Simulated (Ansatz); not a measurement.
Computed properties of GaN

GaN:
```yaml
crystal:
  lattice:
    - [0.00000, 2.10850, 2.10850]
    - [2.10850, 0.00000, 2.10850]
    - [2.10850, 2.10850, 0.00000]
  atoms:
    - { symbol: Ga, position: [0.00000, 0.00000, 0.00000] }
    - { symbol: N, position: [0.50000, 0.50000, 0.50000] }
```

Space group Fm-3m (No. 225), rock salt; conventional cell a = b = c = 4.2170 Å, α = β = γ = 90.00°.

Method: r²SCAN in the plane-wave PAW code Ansatz. Geometry: relaxed at this level of theory. Other levels are named where they apply.

Cell and energy:

```
Property                                                       Value
-----------------------------------------------------  -------------
Volume per atom                                              9.37 Å³
Density                                                   7.42 g/cm³
Formation energy from the elements (no fitted shifts)  -0.17 eV/atom
```

Electronic structure:

```
Quantity                                                                            Value
------------------------------------------------  ---------------------------------------
Band gap                                                               1.16 eV (indirect)
Valence-band maximum                              on the K–Γ line, 53 % of the way from K
Conduction-band minimum                                       at X (3 equivalent valleys)
Smallest direct gap on the standard path                                          3.38 eV
Electron effective mass                            0.19, 0.19, 0.46 mₑ (principal values)
Electron effective mass with spin–orbit coupling   0.19, 0.19, 0.46 mₑ (principal values)
Hole effective mass                                  0.28, 1.1, 4.0 mₑ (principal values)
Hole effective mass with spin–orbit coupling         0.28, 1.1, 4.0 mₑ (principal values)
HSE06 gap on the r²SCAN cell                                                      1.90 eV
Gap with spin–orbit coupling                                                      1.16 eV
```

Mechanics:

```
Item                                                                           Value
--------------------------------------------  --------------------------------------
Bulk modulus (Birch–Murnaghan fit)                                         2430 kbar
Pressure derivative B′                                                           4.5
Elastic constants (relaxed ions, GPa)                C11 = 369, C12 = 181, C44 = 235
Mechanical stability                          stable (all eigenvalues of C positive)
Hill bulk and shear moduli                                           244 and 163 GPa
Young's modulus                                                              399 GPa
Poisson's ratio                                                                 0.23
Debye temperature from the elastic constants                                   732 K
```

Charges:

```
Quantity                     Value
-------------  -------------------
Bader charges  Ga +1.76, N -1.76 e
```

This is a known high-pressure phase of the composition, computed here at zero pressure and temperature. Symmetry was held in the r²SCAN relaxation; its stability against distortions is not shown here. The references are the lowest solids computed at this level, not always the standard phases (solids in place of the gases). Spin–orbit coupling is left out wherever it is not named.

Potentials: the later of the program's two PAW sets.
